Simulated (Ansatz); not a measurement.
CdTe (CsCl type, Pm-3m) at seven volumes, PBEsol (plane waves, PAW; program Ansatz), scaled uniformly. One row is withheld.

```csv
V (Å³/atom),P (GPa)
23.092,?
23.853,4.01
24.615,1.83
25.376,0.01
26.137,-1.53
26.898,-2.81
27.660,-3.88
```

**Question.** Fit the shown pressures and predict the withheld one.

**Answer.** P = (3/2)B₀(x^(7/2) − x^(5/2))[1 + (3/4)(B′ − 4)(x − 1)] with x = (V₀/V)^(2/3). Least squares on the six rows gives V₀ = 25.378 Å³/atom, B₀ = 55.6 GPa, B′ = 4.88. At V = 23.092, x = 1.0650 and P = 6.61 GPa. The run itself gave 6.63 GPa.

The start of the workflow was typed in or built on a structure type; neither database checked (COD, Materials Project) lists it. It is not the phase usual at ambient conditions (space group No. 216). The PBEsol relaxation kept the symmetry of its start. At this level the phase is mechanically unstable. Scalar-relativistic: spin–orbit coupling is off unless named, which matters more the heavier the elements.

Potentials: the later of the program's two PAW sets.
